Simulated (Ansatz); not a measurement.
The elements of this relaxed trial crystal are hidden behind letters.

```
lattice vectors (Å)
   3.4925    0.0000    0.0000
   0.0000    3.4925    0.0000
   0.0000    0.0000   10.1252
fractional positions
X 0.5000 0.5000 0.1770
X 0.5000 0.5000 0.5000
X 0.5000 0.5000 0.8230
Z 0.0000 0.0000 0.3540
Z 0.0000 0.0000 0.6460
Q 0.0000 0.0000 0.0000
```

Theory: Ansatz 0.2.0, DFT PBE, scalar-relativistic, plane waves, PAW, and for the lanthanide a 4f-in-core norm-conserving potential. Cutoff 630 eV, Γ-centred 12×12×4 mesh (6-atom cell), Gaussian smearing of 0.10 eV, no spin polarisation.

- Space group: P4/mmm (No. 123)
- Conventional cell: a = 3.493 Å, c = 10.125 Å
- Volume per atom: 20.58 Å³
- Density: 7.86 g/cm³
- Formation energy: −0.41 eV/atom
- Gap on the 12×12×4 mesh of the 6-atom cell: 0 eV (a metal)

Energies are uncorrected and count from the elements' standard states at the same level.

Question: X is a lanthanide, Z is an s-block element of period 2 and Q is a p-block element of period 4. Which elements are they?

Answer: X = Dy, Z = Be, Q = Se, so the formula is Dy3Be2Se. Density times volume gives a mean mass of 7.86 × 20.58/1.6605 = 97.4 u per atom, and this set has 97.4 u. Around Dy on a site of symmetry 4mm lie 4 Se at 3.05 Å, 4 Be at 3.05 Å, 1 Dy at 3.27 Å and 5 Dy at 3.49–3.58 Å; around Be lie 4 Dy at 2.88 Å, 1 Be at 2.96 Å, 4 Dy at 3.05 Å, 4 Be at 3.49 Å and 1 Se at 3.58 Å; Se has 8 Dy at 3.05 Å, 4 Se at 3.49 Å and 2 Be at 3.58 Å; 1 more site not described. Other sets within the hints have nearly the same mass, so mass alone doesn't settle it; this one was computed.

A structure relaxed within its symmetry needn't be a true minimum.

The lanthanide is trivalent by construction, without f bands, f moments or other valences. The reference runs of the other elements, and any phases without the lanthanide, used 420 eV, which shifts energies against them by under 10 meV/atom. The lanthanide's reference is the lowest of its hcp, dhcp and fcc cells.
